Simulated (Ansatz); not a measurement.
Given:

InSb:
```cif
data_In3Sb3
_chemical_formula_sum 'In3 Sb3'
_space_group_name_H-M_alt 'P 1'
_space_group_IT_number 1
_cell_length_a 4.58753
_cell_length_b 4.58753
_cell_length_c 10.03206
_cell_angle_alpha 90.000
_cell_angle_beta 90.000
_cell_angle_gamma 120.000
loop_
_space_group_symop_operation_xyz
  'x, y, z'
loop_
_atom_site_label
_atom_site_type_symbol
_atom_site_fract_x
_atom_site_fract_y
_atom_site_fract_z
_atom_site_occupancy
In1 In 0.55423 0.00000 0.66667 1
In2 In 0.00000 0.55423 0.33333 1
In3 In 0.44577 0.44577 0.00000 1
Sb1 Sb 0.53545 0.00000 0.16667 1
Sb2 Sb 0.00000 0.53545 0.83333 1
Sb3 Sb 0.46455 0.46455 0.50000 1
```

This is the PBEsol-relaxed structure.

Q: All from DFT-PBEsol in the program Ansatz with PAW potentials, unless another level is named. Predict the electronic character.

A: no gap, with almost no states at the Fermi level (zero-gap or semimetallic).

Q: Next, the formation energy from the elements (no fitted shifts)?

A: 10 meV/atom.

Space group P3_221. The start of the workflow was typed in or built on a structure type; neither database checked (COD, Materials Project) lists it. It is not the phase usual at ambient conditions (space group No. 216). Symmetry was held in the PBEsol relaxation; whether a distortion lowers the energy is not shown. A small band overlap can be real or an error of a semilocal functional. The references are the lowest solids computed at this level, not always the standard phases. Scalar-relativistic: spin–orbit coupling is off unless named, which matters more the heavier the elements.

Potentials: the later of the program's two PAW sets.
